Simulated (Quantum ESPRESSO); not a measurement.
pw.x input (Quantum ESPRESSO 7.5; PBEsol, PseudoDojo standard norm-conserving files, scalar-relativistic):

```
&CONTROL
  calculation = 'scf'
  pseudo_dir = './pseudo'
  outdir = './out'
  tprnfor = .true.
  tstress = .true.
/
&SYSTEM
  ibrav = 0
  nat = 2
  ntyp = 1
  ecutwfc = 74.0
  ecutrho = 296.0
  occupations = 'smearing'
  smearing = 'fd'
  degauss = 0.005
  nbnd = 20
/
&ELECTRONS
  conv_thr = 2e-10
/
ATOMIC_SPECIES
Os 190.2300 Os.upf
CELL_PARAMETERS angstrom
  2.746129852000   0.000000000000   0.000000000000
 -1.373064926000   2.378218214000   0.000000000000
  0.000000000000   0.000000000000   4.326310000000
ATOMIC_POSITIONS crystal
Os   0.333333333000   0.666666667000   0.250000000000
Os   0.666666667000   0.333333333000   0.750000000000
K_POINTS automatic
18 18 10 0 0 0
```

End of the output:

```
     total energy              =    -404.65818755 Ry
     estimated scf accuracy    <       0.00000003 Ry
     total energy              =    -404.65818755 Ry
     estimated scf accuracy    <          3.7E-09 Ry
     total energy              =    -404.65818755 Ry
     estimated scf accuracy    <          5.0E-10 Ry
[...]
     the Fermi energy is    25.7607 ev
!    total energy              =    -404.65818755 Ry
     estimated scf accuracy    <          5.2E-12 Ry
     smearing contrib. (-TS)   =      -0.00155253 Ry
     internal energy E=F+TS    =    -404.65663502 Ry
     The total energy is F=E-TS. E is the sum of the following terms:
     one-electron contribution =     -44.44978995 Ry
     hartree contribution      =      45.55338842 Ry
     xc contribution           =     -82.12353453 Ry
     ewald contribution        =    -323.63669897 Ry
     convergence has been achieved in   8 iterations
     Forces acting on atoms (cartesian axes, Ry/au):
     atom    1 type  1   force =     0.00000000    0.00000000    0.00000000
     atom    2 type  1   force =     0.00000000    0.00000000    0.00000000
     Total force =     0.000000     Total SCF correction =     0.000000
     Computing stress (Cartesian axis) and pressure
          total   stress  (Ry/bohr**3)                   (kbar)     P=      -73.21
  -0.00052761  -0.00000000  -0.00000000          -77.61       -0.00       -0.00
  -0.00000000  -0.00052761  -0.00000000           -0.00      -77.61       -0.00
  -0.00000000  -0.00000000  -0.00043771           -0.00       -0.00      -64.39
```

Spin-orbit coupling is not included.

Geometry of the Materials Project entry, not relaxed at this level.
